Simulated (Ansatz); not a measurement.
**Computed frozen-phonon scan: NaCl (rock salt)**

Relaxed NaCl (rock salt):

```xyz
4
Lattice="0.0000 5.6955 5.6955 2.8478 0.0000 2.8478 2.8478 2.8478 0.0000" Properties=species:S:1:pos:R:3 pbc="T T T"
Cl     0.0000     0.0000     0.0000
Cl     2.8478     2.8478     5.6955
Na     2.8478     2.8478     2.8478
Na     2.8478     5.6955     5.6955
```

The atoms are displaced by Q × the pattern below (from a DFPT mode at L = (0.5, 0.0, 0.0), largest move 1; Q in Å), at fixed cell. It is one choice among 2 degenerate patterns. (q is in reciprocal vectors of the primitive cell; the cell shown is doubled to hold the pattern.)

| atom | x | y | z |
|---|---|---|---|
| Na3 | 0.285 | -0.520 | 0.805 |
| Na4 | -0.285 | 0.520 | -0.805 |

Atoms not listed stay in place.

Calculation: PBE (plane waves to 420 eV, PAW, scalar-relativistic; Ansatz, an electronic-structure program). k mesh 5×10×10 (Γ-centred), Fermi-Dirac smearing 0.05 eV. E stands for the smeared free energy. Compression counts positive. NaCl was relaxed with its symmetry unable to fall. The zero of ΔE is the undisplaced structure.

| Q (Å) | ΔE (meV/cell) | P (GPa) | −dE/dQ from forces (eV/Å) |
|---|---|---|---|
| -0.100 | 13.4 | 0.10 | 0.269 |
| -0.083 | 9.3 | 0.07 | 0.223 |
| -0.067 | 5.9 | 0.05 | 0.178 |
| -0.050 | 3.3 | 0.03 | 0.134 |
| -0.033 | 1.5 | 0.02 | 0.089 |
| -0.017 | 0.4 | 0.01 | 0.044 |
| 0.000 | 0.0 | 0.00 | 0.000 |
| 0.017 | 0.4 | 0.01 | -0.044 |
| 0.033 | 1.5 | 0.02 | -0.089 |
| 0.050 | 3.3 | 0.03 | -0.134 |
| 0.067 | 5.9 | 0.05 | -0.178 |
| 0.083 | 9.3 | 0.07 | -0.223 |
| 0.100 | 13.4 | 0.10 | -0.269 |

What the scan shows:

| Quantity | Value |
|---|---|
| Energy at Q = 0.100 Å | 13.4 meV/cell |
| Space group of the distorted cell | P-1 (No. 2), lowered from Fm-3m |
| Symmetry of the curve | even: the same for both signs |
| Shape of the curve | a single well with its minimum at or next to zero displacement |
| Harmonic wavenumber from the curvature (finite differences) | 126 cm⁻¹ |
| Wavenumber by perturbation theory (DFPT, on another k mesh) | 126 cm⁻¹ |

(A displaced cell: forces are minus the slopes of the energy, force constants its curvatures, and phonons follow from these.)
